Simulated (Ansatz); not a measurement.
The calculation used Ansatz 0.2.0, DFT PBE, scalar-relativistic, plane waves, PAW. Settings: cutoff 420 eV, Γ-centred meshes spaced at most about 0.3 Å⁻¹ (2π included), Gaussian smearing. No spin polarisation in the final relaxations.

These are static total energies at zero pressure. All come from trial cells, and lower structures may exist.

**Question.** Order these relaxed structures of NaBeF3 by energy, lowest first, with the energy over the lowest of them.
1. Space group Pmc2_1 (No. 26), orthorhombic, a = 2.914 Å, b = 5.241 Å, c = 9.754 Å. Na has 4 F at 2.20–2.21 Å and 1 F at 2.34 Å; Be has 2 F at 1.51–1.52 Å and 2 F at 1.70 Å; F on its first site is surrounded by 2 Be at 1.70 Å and 1 Na at 2.34 Å; F on its second site has 1 Be at 1.52 Å and 2 Na at 2.20 Å; 1 more site not described.
2. Space group Pm-3m (No. 221), cubic, a = 3.569 Å. Around Na lie 12 F at 2.52 Å; Be is surrounded by 6 F at 1.78 Å; F has 2 Be at 1.78 Å, 4 Na at 2.52 Å and 8 F at 2.52 Å.

**Answer.** 1 (0 meV/atom), 2 (154 meV/atom). Forms: 1 Pmc2_1; 2 cubic perovskite type, Pm-3m. Counting F atoms around Be and Na (those within 1.25 times the shortest such distance or 1.15 times the sum of covalent radii; a plus sign parts nearer from farther groups): cell 1 has Na 5, Be 2+2; cell 2 has Na 12, Be 6.

Cells relaxed within their symmetry can be saddle points. The Pmc2_1 cell of NaBeF3 came from shaking the Pm-3m one. Some candidate types were left out of the draw beforehand, so a known form may be missing.
